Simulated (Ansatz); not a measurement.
BeGeP2 (chalcopyrite, I-42d), LDA in the plane-wave PAW code Ansatz. The conduction-band minimum lies on the Γ–M line, 88 % of the way from Γ, with 2 equivalent valleys. Second derivatives d²E/dk² of the lowest band at one valley (eV·Å²), along Cartesian directions:

| direction | d²E/dk² |
|---|---|
| [100] | 28.55 |
| [010] | 28.55 |
| [001] | 14.73 |
| [110] | 28.55 |
| [101] | 21.64 |
| [011] | 21.64 |

Problem. Find the principal effective masses, the density-of-states mass and the conductivity mass.

Solution. Off-diagonal terms follow from H_xy = H[110] − (H_xx + H_yy)/2, and m*/mₑ = 7.620 eV·Å² over each eigenvalue: 0.27, 0.27, 0.52. One valley's DOS mass (m₁m₂m₃)^(1/3) = 0.33, conductivity mass 3/(Σ 1/mᵢ) = 0.32 mₑ.

Problem. What effective density of states Nc follows at 300 K for parabolic valleys?

Solution. Nc = 2.509e19 × 2 × (0.33)^(3/2) ≈ 9.5e18 cm⁻³.

The workflow started from a Materials Project entry (that database holds measured and hypothetical structures alike); the Crystallography Open Database copy checked does not list it. Its standing as an ambient phase is unchecked. The cell was relaxed with LDA under the symmetry of its start; its stability against distortions is not shown here. Spin–orbit coupling is left out wherever it is not named.

Potentials: the later of the program's two PAW sets.

Edges and masses are those of Kohn–Sham bands, whose gap is no quasiparticle gap.
